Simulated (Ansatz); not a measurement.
Total density of states per atom from r²SCAN (plane waves, PAW; program Ansatz), in 0.25 eV bins, energy from the Fermi level:

| E (eV) | states/eV/atom |
|---|---|
| -7.85 | 0.00 |
| -7.60 | 0.19 |
| -7.35 | 0.31 |
| -7.10 | 0.43 |
| -6.85 | 0.62 |
| -6.60 | 0.89 |
| -6.35 | 0.72 |
| -6.10 | 0.72 |
| -5.85 | 0.42 |
| -5.60 | 1.12 |
| -5.35 | 1.65 |
| -5.10 | 1.02 |
| -4.85 | 0.79 |
| -4.60 | 0.65 |
| -4.35 | 0.55 |
| -4.10 | 0.47 |
| -3.85 | 0.41 |
| -3.60 | 0.37 |
| -3.35 | 0.44 |
| -3.10 | 0.25 |
| -2.85 | 0.00 |
| -2.60 | 0.06 |
| -2.35 | 0.48 |
| -2.10 | 0.36 |
| -1.85 | 0.34 |
| -1.60 | 0.35 |
| -1.35 | 0.37 |
| -1.10 | 0.42 |
| -0.85 | 0.54 |
| -0.60 | 0.44 |
| -0.35 | 0.30 |
| -0.10 | 0.39 |
| 0.15 | 0.71 |
| 0.40 | 0.92 |
| 0.65 | 0.95 |
| 0.90 | 0.94 |
| 1.15 | 0.38 |
| 1.40 | 0.53 |
| 1.65 | 0.81 |
| 1.90 | 0.88 |
| 2.15 | 0.45 |
| 2.40 | 0.20 |
| 2.65 | 0.12 |
| 2.90 | 0.12 |
| 3.15 | 0.17 |
| 3.40 | 0.21 |
| 3.65 | 0.27 |
| 3.90 | 0.38 |
| 4.15 | 0.47 |
| 4.40 | 0.52 |
| 4.65 | 0.54 |

### Question
Which compound is it?
A) WC, zinc blende
B) Zr2HC, P3m1 (Zr on 1a, Zr on 1b, H on 1a, C on 1c)
C) CoB2W2, Immm (Co on 2a, W on 4j, B on 4h)
D) InBi, zinc blende

### Answer
A, WC, zinc blende. Within 0.5 eV of the Fermi level: W 5d 91 %, C 2p 7 %. Projections are on Löwdin-orthogonalised atomic valence shells; empty p or d shells of many metals are not among them.

Space group F-43m (zinc blende). The start of the workflow was typed in or built on a structure type; neither database checked (COD, Materials Project) lists it. It is not the phase usual at ambient conditions (space group No. 187). Symmetry was held in the r²SCAN relaxation; whether a distortion lowers the energy is not shown. No spin polarisation was allowed. Its formation energy is positive at this level, so the cell may be metastable or incomplete. Scalar-relativistic: spin–orbit coupling is off unless named, which matters more the heavier the elements.

Potentials: the later of the program's two PAW sets.
